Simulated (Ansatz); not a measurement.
Si3N4:
Space group P6₃/m (No. 176); a = b = 7.625 Å, c = 2.910 Å, α = β = 90.00°, γ = 120.00°

```tsv
atom	site	symmetry	x	y	z
Si	6h	m..	0.4064	0.2324	0.2500
N	2d	-6..	0.6667	0.3333	0.2500
N	6h	m..	0.0296	0.3300	0.2500
```

Relaxed at zero pressure with the program Ansatz at the PBEsol level (PAW).

The volume is raised by 3 % and shape and atoms relax at that volume. What pressure results, and how do the axes share the change?

-6.8 GPa; a 1.0 %, b 1.0 %, c 0.9 %; the energy rises by 7 meV/atom.

Give the new structure.


Space group P6₃/m (No. 176); a = b = 7.7028 Å, c = 2.9371 Å, α = β = 90.00°, γ = 120.00°

| atom | site | symmetry | x | y | z |
|---|---|---|---|---|---|
| Si | 6h | m.. | 0.4063 | 0.2307 | 0.2500 |
| N | 2d | -6.. | 0.6667 | 0.3333 | 0.2500 |
| N | 6h | m.. | 0.0313 | 0.3304 | 0.2500 |

The phase is kept; no other phase was compared at this pressure.

Space group P6_3/m. Symmetry was held in the PBEsol relaxation; phonons on a q-mesh show no instability.

Potentials: the earlier of the program's two PAW sets.
